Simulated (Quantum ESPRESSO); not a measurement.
# Planted mistakes on one cell of GaAlMgO4

The results below are calculated, not measured. They come from pw.x of Quantum ESPRESSO 7.5, a plane-wave density functional program, with PseudoDojo standard norm-conserving files (v0.5 for PBE, v0.4.1 for LDA and PBEsol). The cells are made up: elements, strain and atom displacements were drawn at random, and nothing was relaxed. There is no spin polarisation, spin-orbit coupling or dispersion term.

The cell has 8 sites of a zincblende or diamond lattice. Sites 1 to 4 hold Ga Al empty Mg; sites 5 to 8 hold O O O O. Cell vectors in Å: (4.526, 0.017, -0.027); (0.017, 4.568, 0.023); (-0.027, 0.023, 4.510). Settings: PBE, cutoff 1143 eV, 4 x 4 x 4 k mesh shifted by half a step, Fermi-Dirac smearing of 0.025 eV.

The intended run has a self-consistency threshold of 1e-07 eV, a smearing term of 0.000 eV, a pressure of -12.74 GPa and 12 iterations. Each further run changes one thing: all lengths scaled by 1.0129; atoms of sites 1 and 7 exchanged; cutoff 718 eV; files of PBEsol; k mesh 1 x 1 x 1; one electron added; smearing 0.86 eV; threshold 0.5 eV. A coarse mesh keeps the shift, and a charged cell sits in a uniform background.

| run | change of free energy (eV) | smearing term -TS (eV) | change of P (GPa) | largest change of a force component (eV/Å) | iterations |
| --- | --- | --- | --- | --- | --- |
| A | 11.551 | 0.000 | -3.22 | 0.109 | 12 |
| B | 0.324 | 0.000 | -2.88 | 0.197 | 12 |
| C | -0.595 | -2.196 | 3.70 | 0.401 | 12 |
| D | 1.390 | 0.000 | 1.08 | 0.359 | 12 |
| E | 13.462 | -0.015 | 24.62 | 10.427 | 13 |
| F | 7.308 | 0.000 | -83.73 | 0.123 | 12 |
| G | 7.768 | 0.000 | 26.21 | 0.970 | 11 |
| H | 0.101 | 0.000 | -4.89 | 0.925 | 3 |

A rerun of the intended cell at 1437 eV and k mesh 6 x 6 x 6 moved values by no more than 0.002 eV in the cell's energy, 0.03 GPa in stress and 0.007 eV/Å in force.

Question: which change belongs to which run?

## Worked reading

Run H has the fewest iterations, as a run stopped early does. Run C has the largest smearing term, as wide smearing gives. Run F has a higher energy and the largest fall in pressure, as too small a basis gives. Run B changes the volume by a factor of 1.0392; minus its pressure change over the logarithm of that factor, 75 GPa, is a rough bulk modulus with clamped atoms. Energies from files of another functional, or of a charged cell, have another zero and say nothing on stability; the pressure of a charged cell rests on the program's zero of potential too.

## Key

```
run,change
A,files of PBEsol
B,all lengths scaled by 1.0129
C,smearing 0.86 eV
D,k mesh 1 x 1 x 1
E,atoms of sites 1 and 7 exchanged
F,cutoff 718 eV
G,one electron added
H,threshold 0.5 eV
```